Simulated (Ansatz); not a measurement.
ScPtN₂:
```
ScPtN2
1.0
    1.62073     0.93573     5.97213
   -1.62073     0.93573     5.97213
    0.00000    -1.87146     5.97213
Sc Pt N
1 1 2
Direct
  0.50000   0.50000   0.50000
  0.00000   0.00000   0.00000
  0.89549   0.89549   0.89549
  0.10451   0.10451   0.10451
```

Relaxed with r²SCAN. Special points in fractions of this cell's reciprocal vectors: Γ (0.000, 0.000, 0.000); T (0.500, 0.500, 0.500); H2 (0.817, 0.183, 0.500); H0 (0.500, -0.183, 0.183); L (0.500, 0.000, 0.000); S0 (0.342, -0.342, 0.000); S2 (0.658, 0.000, 0.342); F (0.500, 0.000, 0.500).

List the band energies nearest the Fermi level at these points for r²SCAN in the plane-wave PAW code Ansatz.

In eV from the Fermi level; about four levels below and three above (degenerate sets whole), none deeper than 8.9 eV; points with the same levels are listed once.

```
k                     below                above
--  -----------------------  -------------------
Γ   -0.80 -0.80 -0.73 -0.73       3.81 3.99 3.99
T   -2.98 -2.98 -2.93 -2.93  1.36 1.36 3.91 3.91
H2  -2.59 -2.32 -2.11 -0.47       0.18 0.60 4.11
L   -4.21 -2.69 -2.61 -1.40       0.13 0.67 0.90
S0  -2.56 -2.38 -2.03 -0.52       0.24 0.59 4.09
F   -1.62 -1.40 -1.13 -0.29       0.66 3.57 3.72
```

Space group R-3m. The start of the workflow was typed in or built on a structure type; neither database checked (COD, Materials Project) lists it. Whether it is the stable phase at ambient conditions was not checked. Symmetry was held in the r²SCAN relaxation; whether a distortion lowers the energy is not shown. The run is not spin-polarised. With an odd number of electrons in the cell and no spin polarisation, the count alone makes it a metal. Spin–orbit coupling is left out wherever it is not named.

Potentials: the earlier of the program's two PAW sets. The files were generated under PBE; for other functionals the program regenerates the frozen cores, and for LDA and PBEsol the local potential too.
